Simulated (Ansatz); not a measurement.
GePd₅ in space group C2/m (No. 12; Pearson symbol mS24), r²SCAN (plane waves, PAW; program Ansatz), all energies at zero smearing, with the estimated change up to a 700 eV cutoff added, with one set of potentials and settings (totals compare only within such a set). Cell of 12 atoms (2 Ge, 10 Pd): -78467.099 eV.

```
element             reference phase  E (eV/atom)
-------  --------------------------  -----------
Ge       Fd-3m, 2 atoms in the cell   -4302.9041
Pd       Fm-3m, 1 atoms in the cell   -6985.7456
```

Formation energy per atom, worked out: (-78467.099 − 2×(-4302.9041) − 10×(-6985.7456))/12 = -0.320 eV/atom (-31 kJ per mol of atoms), at 0 K, without zero-point energy or fitted corrections.

The first step of the workflow began from a Materials Project structure, measured or hypothetical; the Crystallography Open Database copy checked does not list it. Whether it is the stable phase at ambient conditions was not checked. The cell was relaxed with r²SCAN under the symmetry of its start; its stability against distortions is not shown here. No spin polarisation was allowed. The references are the lowest solids computed at this level, not always the standard phases.

Potentials: the later of the program's two PAW sets.
